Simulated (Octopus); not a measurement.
PbTe (Fm-3m, No. 225):
```xyz
2
Lattice="0.0000 3.2709 3.2709 3.2709 0.0000 3.2709 3.2709 3.2709 0.0000" Properties=species:S:1:pos:R:3 pbc="T T T"
Te     0.0000     0.0000     0.0000
Pb     3.2709     0.0000     0.0000
```
The cell is a database entry, not relaxed again.

Method: LDA in Octopus 16.4; grid spacing about 0.24 Å, Γ-centred 6×6×6 k-mesh, Fermi-Dirac smearing of 0.03 eV, no spin polarisation; valence-only HGH without core correction for Te Pb. Spin-orbit coupling is left out.

Energies in eV against the valence band top; 10 electrons a cell outside the pseudopotentials' cores.

```
k-point (reduced)        band 1  band 2  band 3  band 4  band 5  band 6  band 7  band 8
-----------------------  ------  ------  ------  ------  ------  ------  ------  ------
Γ (0.000, 0.000, 0.000)  -11.76   -5.81   -1.17   -1.17   -1.17    3.99    3.99    3.99
X (0.500, 0.000, 0.500)  -10.30   -7.34   -4.23   -2.58   -2.58    3.44    5.28    5.28
U (0.625, 0.250, 0.625)  -10.20   -7.92   -3.86   -2.11   -1.96    3.51    3.65    5.20
K (0.375, 0.375, 0.750)  -10.20   -7.92   -3.86   -2.11   -1.96    3.51    3.65    5.20
L (0.500, 0.500, 0.500)  -10.44   -8.47   -0.78   -0.78    0.00    0.71    1.27    1.27
W (0.500, 0.250, 0.750)  -10.14   -7.94   -3.54   -3.54   -0.29    1.60    5.23    5.23
```
